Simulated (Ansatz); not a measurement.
# CdPt: two-dimensional strain map

Level of theory: DFT PBEsol, scalar-relativistic, plane waves, PAW (Ansatz 0.2.0). Cutoff 420 eV, Γ-centred 16×16×12 k-points, Gaussian smearing of 0.15 eV. Spin–orbit coupling is left out, which can shift energies with elements as heavy as these. No spin polarisation. Energies are free energies at this smearing, counted from the undisturbed cell; pressure is positive in compression.

Zero of the scan (as given, not relaxed at this level; it stands at -4.7 GPa, and it needn't be the usual structure):

```
Cd Pt
1.0
     2.98546    0.00000    0.00000
     0.00000    2.98546    0.00000
     0.00000    0.00000    3.84605
Cd Pt
1 1
Direct
  0.00000 0.00000 0.00000
  0.50000 0.50000 0.50000
```

The cell is strained by p along both x and y and by q along z, fractional coordinates fixed. Points are written (p, q).

p was sampled at -0.030, 0.000, 0.030 and q at -0.030, 0.000, 0.030.

Question: Where on the computed points is the energy highest, and how high?

Answer: At (0.030, 0.030): 100.1 meV/atom.

Question: Away from (0, 0), which computed point is lowest?

Answer: (0.000, -0.030): -4.3 meV/atom.

The map, in meV/atom:

```
 p \ q  -0.030  0.000  0.030
-0.030    27.6    1.5   -2.3
 0.000    -4.3    0.0   22.4
 0.030    29.4   57.4  100.1
```